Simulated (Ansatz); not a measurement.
## Bi2Te3: from a starting cell to a relaxed one

The start is a generated cell, Bi2Te3 placed in the AFLOW prototype A2B3_tP10_127_g_ah (D5_a). The structure is fully relaxed (lattice and positions, P = 0) with PBEsol (plane waves to 420 eV, PAW, scalar-relativistic; Ansatz, an electronic-structure program). The first steps use a coarse 3×3×5 k-mesh.

The start:
```
Bi2Te3
1.0
    8.72276     0.00000     0.00000
    0.00000     8.72276     0.00000
    0.00000     0.00000     4.62510
Te Bi
6 4
Cartesian
  0.00000   0.00000   0.00000
  4.36138   4.36138   0.00000
  1.58842   5.94980   2.31255
  5.94980   7.13435   2.31255
  2.77297   1.58842   2.31255
  7.13435   2.77297   2.31255
  3.35041   7.71180   0.00000
  7.71180   5.37235   0.00000
  1.01097   3.35041   0.00000
  5.37235   1.01097   0.00000
```

Task: How large is the pressure on the unrelaxed cell, and of which sign?

Result: -5 GPa (negative: the cell is under tension).

Task: Which atoms feel the largest initial force, and how large is it?

Result: About 2.0 eV/Å, on Bi7, Bi8, Bi9, Bi10 (atoms numbered as listed).

Task: By how much does the energy per atom fall from start to end?

Result: 0.32 to 0.33 eV/atom (the two k-meshes of the run give this range).

Task: How does the volume per atom move from start to end?

Result: -12.8 %, from 35.19 to 30.69 Å³/atom.

Task: How do the shortest distances between atoms change?

Result: The closest pairs of elements (up to four, under 3.6 Å), start → end: Bi–Bi 2.86 → 4.11 Å; Bi–Te 3.40 → 3.04 Å; Te–Te 3.94 → 3.46 Å.

Task: Is the relaxed structure metallic? Give its gap.

Result: Zero (metallic).

Task: Write out the relaxed structure.

Result: 
```cif
data_Bi4Te6
_chemical_formula_sum 'Te6 Bi4'
_space_group_name_H-M_alt 'P4/mbm'
_space_group_IT_number 127
_space_group_name_Hall '-P 4 2ab'
_cell_length_a 8.64611
_cell_length_b 8.64611
_cell_length_c 4.10606
_cell_angle_alpha 90.000
_cell_angle_beta 90.000
_cell_angle_gamma 90.000
loop_
_atom_site_label
_atom_site_type_symbol
_atom_site_symmetry_multiplicity
_atom_site_Wyckoff_symbol
_atom_site_fract_x
_atom_site_fract_y
_atom_site_fract_z
_atom_site_occupancy
Te1 Te 2 a 0.00000 0.00000 0.00000 1
Te2 Te 4 h 0.14132 0.35868 0.50000 1
Bi1 Bi 4 g 0.32520 0.17480 0.00000 1
```

The space group stays P4/mbm (No. 127) (the run could not lower it), with 10 atoms in the primitive cell. Final values are on a 6×6×11 k-mesh of the relaxed cell. No spin polarisation in the result.

The run could not lose the symmetry of its start: the end is stationary, and may be a saddle point rather than a minimum.

The relaxed structure here is a generated cell of Bi2Te3: the first start was made by placing the elements on the sites of a structure type, and the end was not matched to a known phase here, so it may be hypothetical. Known forms of Bi2Te3 include space group No. 166.
